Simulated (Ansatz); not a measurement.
Q: Os (hcp (Mg type), space group No. 194) is relaxed with r²SCAN in the plane-wave PAW code Ansatz. What lattice parameters of the conventional cell result?

A: a = 2.738 Å, c = 4.318 Å.

Space group P6_3/mmc (hcp (Mg type)). The r²SCAN relaxation kept the symmetry of its start; of distortions, only those at the zone centre were tested. No spin polarisation was allowed. Axis ratios of metals converge slowly with the k-mesh, so a and c are less sure than the volume. Scalar-relativistic: spin–orbit coupling is off unless named, which matters more the heavier the elements.

Potentials: the later of the program's two PAW sets.
